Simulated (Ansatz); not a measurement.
A geometry of Li away from equilibrium: the start of the relaxation of a relaxed Li cell shaken by Gaussian noise of σ = 0.08 Å a coordinate. All values below come from r2SCAN (plane waves to 500 eV, PAW, scalar-relativistic; Ansatz, an electronic-structure program). Γ-centred k-mesh 6×6×6 on the run's cell (coarser than for final values), Fermi–Dirac smearing 0.05 eV.

```xyz
8
Lattice="5.5166 0.0000 0.0000 0.0000 5.5166 0.0000 0.0000 0.0000 5.5166" Properties=species:S:1:pos:R:3 pbc="T T T"
Li     1.4139     0.0349     2.8125
Li     4.2034    -0.0107     2.6675
Li     0.0587     2.7496     1.3540
Li     0.0210     2.8849     4.1110
Li     2.8769     1.4275     0.0353
Li     2.7892     4.1950    -0.0051
Li    -0.0109    -0.1417     0.0097
Li     2.8350     2.8867     2.7066
```

Give the Cartesian forces on all atoms (eV/Å).


```tsv
atom	Fx	Fy	Fz
Li1	0.05	0.06	-0.04
Li2	-0.06	0.09	0.09
Li3	0.02	-0.07	0.01
Li4	0.03	-0.19	-0.02
Li5	-0.08	0.01	-0.08
Li6	-0.04	-0.03	-0.03
Li7	0.10	0.25	-0.01
Li8	-0.04	-0.11	0.07
```

What is the pressure?

+0.1 GPa, compression positive.

How much energy per atom can still be gained by relaxing?

0.01 eV/atom; the path ends in Pm-3n (No. 223).

No spin polarisation in the result.

The end of the path is a generated cell of Li: the first start was made by placing the elements on the sites of a structure type, and the end was not matched to a known phase here, so it may be hypothetical. Known forms of Li include space group No. 229.
